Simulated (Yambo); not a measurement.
Yambo run on Si (diamond, space group Fd-3m, No. 227). The wavefunctions come from this Quantum ESPRESSO step (LDA, PseudoDojo standard norm-conserving files, scalar-relativistic):

```
&CONTROL
  calculation = 'nscf'
  pseudo_dir = './pseudo'
  outdir = './out'
/
&SYSTEM
  ibrav = 0
  nat = 2
  ntyp = 1
  ecutwfc = 32.0
  ecutrho = 128.0
  occupations = 'fixed'
  force_symmorphic = .true.
  nbnd = 149
/
&ELECTRONS
  conv_thr = 2e-09
  diago_full_acc = .true.
  diago_thr_init = 1e-08
/
ATOMIC_SPECIES
Si 28.0850 Si.upf
CELL_PARAMETERS angstrom
  0.000000000000   2.697549728000   2.697549728000
  2.697549728000   0.000000000000   2.697549728000
  2.697549728000   2.697549728000   0.000000000000
ATOMIC_POSITIONS crystal
Si   0.750000000000   0.750000000000   0.750000000000
Si   0.500000000000   0.500000000000   0.500000000000
K_POINTS automatic
4 4 4 0 0 0
```

Yambo input:

```
rim_cut
gw0
dyson
el_el_corr
HF_and_locXC
ppa
em1d
RandQpts= 1000000
RandGvec= 1 Ry
EXXRLvcs= 32 Ry
VXCRLvcs= 128 Ry
Chimod= "HARTREE"
% BndsRnXp
 1 | 148 |
%
NGsBlkXp= 14 Ry
% LongDrXp
 1.0 | 1.0 | 1.0 |
%
PPAPntXp= 27.2114 eV
% GbndRnge
 1 | 148 |
%
GTermKind= "BG"
DysSolver= "n"
ExtendOut
% QPkrange
 1 | 1 | 4 | 5 |
 7 | 7 | 4 | 5 |
%
```

k points by index: 1 = Γ, 7 = X.

Resulting energies as the program prints them:

```
#    K-point    Band    Eo [eV]    E [eV]    E-Eo [eV]    Vxc [eV]    Vnlxc [eV]    Sc|Eo [eV]    Sc|E [eV]    dSc/dw|Eo [eV]    Re(Z)    Im(Z)
#
    1    4    0.000000    -0.779968    -0.779968    -11.31196    -12.98638    0.665405    0.894444    -7.989804    0.773021    -0.001591
    1    5    2.543170    2.499105    -0.044065    -10.08217    -5.772351    -4.366748    -4.353882    -7.970422    0.773447    -0.001665
    7    4    -2.902376    -3.684814    -0.782438    -10.61646    -13.42248    1.770261    2.023588    -8.807413    0.755467    -0.002852
    7    5    0.581721    0.569649    -0.012071    -9.137904    -5.206346    -3.946815    -3.943629    -7.248632    0.789648    -0.001406
```
(The two width columns are left out.) Convergence of these settings isn't established.

Geometry relaxed with LDA.
